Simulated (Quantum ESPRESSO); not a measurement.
Hf3AlO7F, one run as intended and one with a planted mistake

A calculation, not a measurement. The program is pw.x of Quantum ESPRESSO 7.5 (plane-wave density functional theory). The cell is made up: 12 atoms on a rutile lattice, with randomly drawn elements, strain and displacements, not relaxed. PseudoDojo standard norm-conserving files (v0.5 for PBE, v0.4.1 for LDA and PBEsol) set the functional; there is no spin polarisation, spin-orbit coupling or dispersion term, and the masses in the input are unused placeholders.

The hafnium pseudopotential is less sure than the others, with forces about 3 percent (worst 6) and pressure in oxides about 1.5 GPa (worst 2.7) from a second method in checks, which no rerun with the same files tests.

Intended input:

```
&control calculation='scf', pseudo_dir='./dojo.nc.sr.pbe.v0_5.standard.upf', outdir='./o', disk_io='medium', tprnfor=.true., tstress=.true. /
&system ibrav=0, nat=12, ntyp=4, nbnd=50, ecutwfc=84.00895049, nosym=.true., tot_charge=0,
 occupations='smearing', smearing='fd', degauss=0.0018374661
/
&electrons conv_thr=7.350e-09, electron_maxstep=60, /
ATOMIC_SPECIES
Al 1.0 Al.upf
F 1.0 F.upf
Hf 1.0 Hf.upf
O 1.0 O.upf
CELL_PARAMETERS angstrom
4.9705 0.0108 0.0622
0.0108 4.9618 -0.0053
0.0823 -0.007 6.4716
ATOMIC_POSITIONS angstrom
Hf 0.112 0.0027 0.0163
Hf 2.4978 2.3194 1.5935
Al 0.037 -0.1002 3.1431
Hf 2.5451 2.4942 4.7991
O 1.4839 1.416 0.0162
O 3.5301 3.4093 -0.0813
O 3.9716 0.9994 1.8507
O 1.0154 3.8307 1.6757
F 1.5215 1.5321 3.2257
O 3.4934 3.4374 3.2619
O 4.2311 0.971 4.9727
O 1.0281 4.0923 4.8253
K_POINTS automatic
5 5 4 1 1 1
```

The log is shortened where brackets say so; the opening notice, blank lines, dates and the lines on written files are dropped, and the path of the files is cut. It prints rydbergs, bohrs and kilobars, and counts compression as positive stress. Where no state is partly filled, the Fermi energy that it prints is only some level between the filled and the empty states on the mesh, and need not lie in the true gap.

Log of the intended run:

```
     Program PWSCF v.7.5
     Parallel version (MPI & OpenMP), running on       1 processor cores
     Number of MPI processes:                 1
     Threads/MPI process:                     1
     [start-up lines left out]
     bravais-lattice index     =            0
     lattice parameter (alat)  =       9.3936  a.u.
     unit-cell volume          =    1076.9013 (a.u.)^3
     number of atoms/cell      =           12
     number of atomic types    =            4
     number of electrons       =        88.00
     number of Kohn-Sham states=           50
     kinetic-energy cutoff     =      84.0090  Ry
     charge density cutoff     =     336.0358  Ry
     scf convergence threshold =      7.3E-09
     mixing beta               =       0.7000
     number of iterations used =            8  plain     mixing
     Exchange-correlation= PBE
                           (   1   4   3   4   0   0   0)
     [axes and pseudopotential details left out]
   Cartesian axes
     site n.     atom                  positions (alat units)
         1        Hf     tau(   1) = (   0.0225311   0.0005432   0.0032791  )
         2        Hf     tau(   2) = (   0.5024844   0.4665955   0.3205656  )
         3        Al     tau(   3) = (   0.0074433  -0.0201573   0.6322999  )
         4        Hf     tau(   4) = (   0.5119997   0.5017602   0.9654387  )
         5        O      tau(   5) = (   0.2985173   0.2848578   0.0032590  )
         6        O      tau(   6) = (   0.7101530   0.6858515  -0.0163552  )
         7        O      tau(   7) = (   0.7989699   0.2010501   0.3723068  )
         8        O      tau(   8) = (   0.2042688   0.7706249   0.3371019  )
         9        F      tau(   9) = (   0.3060813   0.3082137   0.6489166  )
        10        O      tau(  10) = (   0.7027700   0.6915044   0.6561990  )
        11        O      tau(  11) = (   0.8511737   0.1953368   1.0003619  )
        12        O      tau(  12) = (   0.2068237   0.8232512   0.9707094  )
     number of k points=    50  Fermi-Dirac smearing, width (Ry)=  0.0018
                       cart. coord. in units 2pi/alat
        k(    1) = (   0.0986035   0.1000701   0.0948680), wk =   0.0400000
        k(    2) = (   0.0961996   0.1002805   0.2869264), wk =   0.0400000
     [further k points left out]
     Dense  grid:   112065 G-vectors     FFT dimensions: (  60,  60,  72)
     Estimated max dynamical RAM per process >     189.40 MB
     Initial potential from superposition of free atoms
     starting charge      87.9920, renormalised to      88.0000
     Starting wfcs are   66 randomized atomic wfcs
     total cpu time spent up to now is       29.6 secs
     per-process dynamical memory:   118.5 Mb
     Self-consistent Calculation
     iteration #  1     ecut=    84.01 Ry     beta= 0.70
     Davidson diagonalization with overlap
     ethr =  1.00E-02,  avg # of iterations =  2.0
     total cpu time spent up to now is       79.5 secs
     total energy              =    -623.31225160 Ry
     estimated scf accuracy    <       4.23167798 Ry
     iteration #  2     ecut=    84.01 Ry     beta= 0.70
     Davidson diagonalization with overlap
     ethr =  4.81E-03,  avg # of iterations =  4.4
     total cpu time spent up to now is      146.4 secs
     total energy              =    -623.21729799 Ry
     estimated scf accuracy    <      10.24417975 Ry
     [iterations 3 to 11 left out]
     iteration # 12     ecut=    84.01 Ry     beta= 0.70
     Davidson diagonalization with overlap
     ethr =  1.61E-09,  avg # of iterations =  4.0
     total cpu time spent up to now is      801.4 secs
     total energy              =    -625.42307896 Ry
     estimated scf accuracy    <       0.00000016 Ry
     iteration # 13     ecut=    84.01 Ry     beta= 0.70
     Davidson diagonalization with overlap
     ethr =  1.78E-10,  avg # of iterations =  2.7
     total cpu time spent up to now is      863.4 secs
     End of self-consistent calculation
     [lines on levels left out]
     the Fermi energy is     8.7546 ev
!    total energy              =    -625.42307900 Ry
     estimated scf accuracy    <          4.8E-09 Ry
     smearing contrib. (-TS)   =       0.00000000 Ry
     internal energy E=F+TS    =    -625.42307900 Ry
     The total energy is F=E-TS. E is the sum of the following terms:
     one-electron contribution =    -200.76598420 Ry
     hartree contribution      =     142.88323276 Ry
     xc contribution           =    -157.21360196 Ry
     ewald contribution        =    -410.32672559 Ry
     convergence has been achieved in  13 iterations
     Forces acting on atoms (cartesian axes, Ry/au):
     atom    1 type  3   force =    -0.07417550   -0.05087144   -0.04707913
     atom    2 type  3   force =     0.07178759    0.10780868   -0.08489291
     atom    3 type  1   force =    -0.06717090   -0.05621201    0.05278378
     atom    4 type  3   force =     0.10308395    0.07153706    0.08415251
     atom    5 type  4   force =     0.06341764    0.05764701    0.01633334
     atom    6 type  4   force =    -0.06466900   -0.04156753    0.02515364
     atom    7 type  4   force =     0.06156316   -0.06236030    0.00695707
     atom    8 type  4   force =    -0.03273068    0.06402169    0.03040622
     atom    9 type  2   force =    -0.03503437   -0.04572010    0.00832620
     atom   10 type  4   force =    -0.01217988   -0.01422058    0.00259030
     atom   11 type  4   force =    -0.04542771    0.01248328   -0.04969021
     atom   12 type  4   force =     0.03153570   -0.04254574   -0.04504080
     Total force =     0.329871     Total SCF correction =     0.000203
     Computing stress (Cartesian axis) and pressure
          total   stress  (Ry/bohr**3)                   (kbar)     P=     -133.04
  -0.00088296   0.00028436  -0.00013553         -129.89       41.83      -19.94
   0.00028436  -0.00085290   0.00007115           41.83     -125.47       10.47
  -0.00013553   0.00007115  -0.00097735          -19.94       10.47     -143.77
     init_run     :     27.41s CPU     29.53s WALL (       1 calls)
     electrons    :    794.72s CPU    833.83s WALL (       1 calls)
     forces       :      9.56s CPU      9.67s WALL (       1 calls)
     stress       :     38.42s CPU     40.10s WALL (       1 calls)
     [timing details left out]
     PWSCF        :  14m30.34s CPU  15m13.58s WALL
     JOB DONE.
```

A second run has one planted mistake: the self-consistency threshold is too loose. The input lines that differ, file-writing options aside:

```
- &electrons conv_thr=7.350e-09, electron_maxstep=60, /
+ &electrons conv_thr=1.470e-02, electron_maxstep=60, /
```

Its log:

```
     Program PWSCF v.7.5
     Parallel version (MPI & OpenMP), running on       1 processor cores
     Number of MPI processes:                 1
     Threads/MPI process:                     1
     [start-up lines left out]
     bravais-lattice index     =            0
     lattice parameter (alat)  =       9.3936  a.u.
     unit-cell volume          =    1076.9013 (a.u.)^3
     number of atoms/cell      =           12
     number of atomic types    =            4
     number of electrons       =        88.00
     number of Kohn-Sham states=           50
     kinetic-energy cutoff     =      84.0090  Ry
     charge density cutoff     =     336.0358  Ry
     scf convergence threshold =      1.5E-02
     mixing beta               =       0.7000
     number of iterations used =            8  plain     mixing
     Exchange-correlation= PBE
                           (   1   4   3   4   0   0   0)
     [axes and pseudopotential details left out]
   Cartesian axes
     site n.     atom                  positions (alat units)
         1        Hf     tau(   1) = (   0.0225311   0.0005432   0.0032791  )
         2        Hf     tau(   2) = (   0.5024844   0.4665955   0.3205656  )
         3        Al     tau(   3) = (   0.0074433  -0.0201573   0.6322999  )
         4        Hf     tau(   4) = (   0.5119997   0.5017602   0.9654387  )
         5        O      tau(   5) = (   0.2985173   0.2848578   0.0032590  )
         6        O      tau(   6) = (   0.7101530   0.6858515  -0.0163552  )
         7        O      tau(   7) = (   0.7989699   0.2010501   0.3723068  )
         8        O      tau(   8) = (   0.2042688   0.7706249   0.3371019  )
         9        F      tau(   9) = (   0.3060813   0.3082137   0.6489166  )
        10        O      tau(  10) = (   0.7027700   0.6915044   0.6561990  )
        11        O      tau(  11) = (   0.8511737   0.1953368   1.0003619  )
        12        O      tau(  12) = (   0.2068237   0.8232512   0.9707094  )
     number of k points=    50  Fermi-Dirac smearing, width (Ry)=  0.0018
                       cart. coord. in units 2pi/alat
        k(    1) = (   0.0986035   0.1000701   0.0948680), wk =   0.0400000
        k(    2) = (   0.0961996   0.1002805   0.2869264), wk =   0.0400000
     [further k points left out]
     Dense  grid:   112065 G-vectors     FFT dimensions: (  60,  60,  72)
     Estimated max dynamical RAM per process >     189.40 MB
     Initial potential from superposition of free atoms
     starting charge      87.9920, renormalised to      88.0000
     Starting wfcs are   66 randomized atomic wfcs
     total cpu time spent up to now is       23.3 secs
     per-process dynamical memory:   118.5 Mb
     Self-consistent Calculation
     iteration #  1     ecut=    84.01 Ry     beta= 0.70
     Davidson diagonalization with overlap
     ethr =  1.00E-02,  avg # of iterations =  2.0
     total cpu time spent up to now is       62.5 secs
     total energy              =    -623.31225160 Ry
     estimated scf accuracy    <       4.23167798 Ry
     iteration #  2     ecut=    84.01 Ry     beta= 0.70
     Davidson diagonalization with overlap
     ethr =  4.81E-03,  avg # of iterations =  4.4
     total cpu time spent up to now is      159.5 secs
     total energy              =    -623.21729799 Ry
     estimated scf accuracy    <      10.24417975 Ry
     iteration #  3     ecut=    84.01 Ry     beta= 0.70
     Davidson diagonalization with overlap
     ethr =  4.81E-03,  avg # of iterations =  2.5
     total cpu time spent up to now is      242.7 secs
     total energy              =    -625.32483065 Ry
     estimated scf accuracy    <       0.33002386 Ry
     iteration #  4     ecut=    84.01 Ry     beta= 0.70
     Davidson diagonalization with overlap
     ethr =  3.75E-04,  avg # of iterations =  4.0
     total cpu time spent up to now is      333.2 secs
     total energy              =    -625.40937173 Ry
     estimated scf accuracy    <       0.11840206 Ry
     iteration #  5     ecut=    84.01 Ry     beta= 0.70
     Davidson diagonalization with overlap
     ethr =  1.35E-04,  avg # of iterations =  4.9
     total cpu time spent up to now is      416.2 secs
     End of self-consistent calculation
     [lines on levels left out]
     the Fermi energy is     9.0858 ev
!    total energy              =    -625.41389460 Ry
     estimated scf accuracy    <       0.01358796 Ry
     smearing contrib. (-TS)   =       0.00000000 Ry
     internal energy E=F+TS    =    -625.41389460 Ry
     The total energy is F=E-TS. E is the sum of the following terms:
     one-electron contribution =    -200.87302926 Ry
     hartree contribution      =     143.10223335 Ry
     xc contribution           =    -157.31637310 Ry
     ewald contribution        =    -410.32672559 Ry
     convergence has been achieved in   5 iterations
     Forces acting on atoms (cartesian axes, Ry/au):
     atom    1 type  3   force =    -0.07523428   -0.05314700   -0.04796272
     atom    2 type  3   force =     0.07135562    0.10990436   -0.09168482
     atom    3 type  1   force =    -0.06883217   -0.05932085    0.05136237
     atom    4 type  3   force =     0.10269695    0.07244966    0.09255184
     atom    5 type  4   force =     0.05638035    0.05154177    0.01200551
     atom    6 type  4   force =    -0.05650193   -0.03515355    0.02618090
     atom    7 type  4   force =     0.06610489   -0.06945007    0.01289616
     atom    8 type  4   force =    -0.03958829    0.06660331    0.03350044
     atom    9 type  2   force =    -0.03545812   -0.04672353    0.00930713
     atom   10 type  4   force =    -0.00173531   -0.00459949    0.00230378
     atom   11 type  4   force =    -0.04173274    0.00575446   -0.05179224
     atom   12 type  4   force =     0.02254504   -0.03785907   -0.04866834
     Total force =     0.333946     Total SCF correction =     0.217757
     SCF correction compared to forces is large: reduce conv_thr to get better values
     Computing stress (Cartesian axis) and pressure
          total   stress  (Ry/bohr**3)                   (kbar)     P=     -114.53
  -0.00078886   0.00034594  -0.00013960         -116.05       50.89      -20.54
   0.00034594  -0.00075399   0.00008979           50.89     -110.92       13.21
  -0.00013960   0.00008979  -0.00079273          -20.54       13.21     -116.61
     init_run     :     20.28s CPU     23.15s WALL (       1 calls)
     electrons    :    377.37s CPU    392.90s WALL (       1 calls)
     forces       :     14.42s CPU     14.64s WALL (       1 calls)
     stress       :     53.98s CPU     55.92s WALL (       1 calls)
     [timing details left out]
     PWSCF        :   7m46.55s CPU   8m 7.70s WALL
     JOB DONE.
```

|  | intended run | run with the mistake |
| --- | --- | --- |
| free energy (eV) | -8509.314 | -8509.190 |
| smearing term -TS (eV) | 0.0000 | 0.0000 |
| pressure (GPa) | -13.30 | -11.45 |
| largest force component (eV/Å) | 2.772 | 2.826 |
| largest change of a force component (eV/Å) |  | 0.269 |
| iterations | 13 | 5 |

For scale, a rerun of the intended cell at 1437 eV and a 7 x 7 x 6 mesh moved values by no more than 0.004 eV in energy, 0.03 GPa in stress and 0.002 eV/Å in force.